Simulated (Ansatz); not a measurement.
# Ge₂Sb₂Te₅: how the energy converges with the cutoff

Ge₂Sb₂Te₅, Cm, a = 13.678 Å, b = 6.132 Å, c = 9.672 Å, β = 134.9°. The structure is a Materials Project entry; whether it is the stable form wasn't checked. Ansatz: PBE, PAW, cutoff varied, Γ-centred 8×8×6 mesh on 9 atoms, Gaussian smearing 0.01 eV; no spin polarisation. Single points at one geometry, the cutoff alone changed; ΔE is the energy at zero smearing over the run at 700 eV (runs within 0.3 meV/atom of it are left out). The runs up to 380 eV lie under the cutoff recommended for these PAW datasets.

| cutoff (eV) | ΔE (meV/atom) |
| --- | --- |
| 150 | 57103.55 |
| 200 | 8407.41 |
| 250 | 994.18 |
| 300 | ? |
| 350 | 5.01 |
| 380 | 1.92 |
| 420 | 1.15 |
| 460 | 0.49 |

Assume ΔE falls exponentially with the cutoff, fit y = ln ΔE against x, the cutoff in eV, to the other rows, and predict the missing value.

y = 10.953, 9.037, 6.902, 1.611, 0.652, 0.140, -0.713. Means x = 315.7, y = 4.0831; Σ(Δx)² = 82171, ΣΔxΔy = -3305; the slope is their ratio. y = 16.78 − 0.04023 x, a factor of ten per 57 eV. At 300 eV this gives ΔE = 111.16 meV/atom. The run gave 82.93, a ratio of 1.34. Between neighbouring rows the decay runs from a factor of ten per 41 eV to one per 180 eV, so one exponential is only a rough guide.